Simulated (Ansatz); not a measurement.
BP in space group P6_422 (No. 181; B on 3c, P on 3d), the program Ansatz at the r²SCAN level (PAW). The conduction-band minimum lies at M, with 3 equivalent valleys. Second derivatives d²E/dk² of the lowest band at one valley (eV·Å²), along Cartesian directions:

```
direction  d²E/dk²
---------  -------
[100]        27.81
[010]        24.93
[001]        43.14
[110]        26.36
[101]        35.48
[011]        33.94
```

Task: Find the principal effective masses, the density-of-states mass and the conductivity mass.

Result: Off-diagonal terms follow from H_xy = H[110] − (H_xx + H_yy)/2, and m*/mₑ = 7.620 eV·Å² over each eigenvalue: 0.18, 0.27, 0.31. One valley's DOS mass (m₁m₂m₃)^(1/3) = 0.25, conductivity mass 3/(Σ 1/mᵢ) = 0.24 mₑ.

Task: What effective density of states Nc follows at 300 K for parabolic valleys?

Result: Nc = 2.509e19 × 3 × (0.25)^(3/2) ≈ 9.4e18 cm⁻³.

The start of the workflow was typed in or built on a structure type; neither database checked (COD, Materials Project) lists it. It is not the phase usual at ambient conditions (space group No. 216). The cell was relaxed with r²SCAN under the symmetry of its start; its stability against distortions is not shown here.

Potentials: the earlier of the program's two PAW sets.

Edges and masses are those of Kohn–Sham bands, whose gap is no quasiparticle gap.
